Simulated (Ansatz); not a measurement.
Sn: energy along a strain

Sn, I4/mmm, a = 3.182 Å, c = 5.831 Å (as given, not relaxed at this level: -4.1 GPa). This isn't the element's structure at ambient conditions. Ansatz: PBEsol, PAW, 420 eV, Γ-centred 20×20×20 mesh on 1 atom, Gaussian smearing 0.15 eV; no spin polarisation. Cell vectors (Å): -1.591 1.591 2.916; 1.591 -1.591 2.916; 1.591 1.591 -2.916. The cell is strained by x per cent times the pattern (1 -1 0 0 0 0) in the order xx yy zz yz xz xy (engineering shears), with fractional coordinates held. y is the free energy over the start, V0 = 29.512 Å³/atom. Symmetry makes y even in x.

```
x (%) y (meV/atom)
-6.00             ?
-3.00         11.42
 0.00          0.00
 0.75          0.80
 1.50          3.09
 2.25          6.69
 3.75         17.29
 4.50         24.44
 5.25         32.94
```

Q: Fit y = c2 x² + c4 x⁴ to the other rows, get the stiffness along the pattern, and predict the missing energy.

A: Least squares on the rows shown. y = 1.2908 x² − 0.0036399 x⁴. The clamped-ion stiffness p·C·p = 2 × 12.91 eV × 160.2 / 29.512 Å³ = 140 GPa (second derivative at the start, which stands under stress). With a term in x⁶ added, the coefficient of x² becomes 1.378, 7 % more, which shows how far this figure hangs on the form. At x = -6.00 the fit asked for gives 41.75 meV/atom. The run gave 42.92 meV/atom, so the fit is 1.17 meV/atom too low, 2.7 % of the span of the series, against an rms of 0.17 meV/atom on the fitted rows. The row lies outside the fitted range. With a term in x⁶ added, a fit to the same known rows predicts 43.99 meV/atom, which misses by about as much or more on the other side: the known rows don't fix the higher terms.